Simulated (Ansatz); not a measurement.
ZnS (zinc blende)

```cif
data_S4Zn4
_chemical_formula_sum 'S4 Zn4'
_space_group_name_H-M_alt 'F-43m'
_space_group_IT_number 216
_space_group_name_Hall 'F -4 2 3'
_cell_length_a 5.38911
_cell_length_b 5.38911
_cell_length_c 5.38911
_cell_angle_alpha 90.000
_cell_angle_beta 90.000
_cell_angle_gamma 90.000
loop_
_atom_site_label
_atom_site_type_symbol
_atom_site_symmetry_multiplicity
_atom_site_Wyckoff_symbol
_atom_site_fract_x
_atom_site_fract_y
_atom_site_fract_z
_atom_site_occupancy
S1 S 4 c 0.25000 0.25000 0.25000 1
Zn1 Zn 4 a 0.00000 0.00000 0.00000 1
```
(The calculation used a cell of 2 atoms; values per cell refer to that cell.)

This relaxed cell (volume V₀) is scaled evenly in all directions, its shape held. Symmetry pins the atoms to their sites.

All values below come from r2SCAN (plane waves to 500 eV, PAW, scalar-relativistic; Ansatz, an electronic-structure program). k mesh 11×11×11 (Γ-centred), Fermi-Dirac smearing 0.05 eV. The energy includes the smearing's −TS. ZnS was relaxed with its symmetry unable to fall. The zero of ΔE is the relaxed starting cell.

```
V (Å³/atom)  ΔE (meV/atom)
-----------  -------------
16.434               167.5
16.956               110.0
17.477                66.7
17.999                35.6
18.521                15.0
19.042                 3.6
19.564                 0.0
20.086                 3.3
20.608                12.5
21.129                26.8
21.651                45.6
22.173                68.2
22.694                94.3
```

What is the fitted pressure derivative B₀′?

4.3.

What bulk modulus B₀ follows from a third-order Birch-Murnaghan fit?

78.6 GPa. Check by three points about V = 19.564 Å³/atom, step 0.522: d²E/dV² ≈ (3.6 − 2·0.0 + 3.3) meV / 0.522² = 0.0253 eV/Å⁶, and V·d²E/dV² × 160.2 = 79.4 GPa.

(Under strain, the slope of the energy per volume gives the stress and its curvature an elastic modulus.)
